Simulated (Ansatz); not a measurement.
Input:

BeS:
```xyz
2
Lattice="3.2256 0.0000 0.0000 -1.6128 2.7934 0.0000 0.0000 0.0000 2.9244" Properties=species:S:1:pos:R:3 pbc="T T T"
Be     0.0000     0.0000     0.0000
S      1.6128     0.9311     1.4622
```

This is the PBE-relaxed structure.

Q: All from PBE in the plane-wave PAW code Ansatz, unless another level is named. Predict the electronic character.

A: metallic (no gap).

Q: Predict the formation energy from the elements (no fitted shifts).

A: -12 kJ/mol of atoms.

Q: Give the density of states at the Fermi level.

A: 0.28 states/eV per atom (mean over ±0.08 eV).

Space group P-6m2. A made-up cell: these elements were put on the sites of a structure type; neither database checked (COD, Materials Project) lists it. COD files the formula under space group No. 216, so this cell is another polymorph or a model. Whether it is the stable phase at ambient conditions was not checked. Symmetry was held in the PBE relaxation; whether a distortion lowers the energy is not shown. The references are the lowest solids computed at this level, not always the standard phases.

Potentials: the later of the program's two PAW sets.
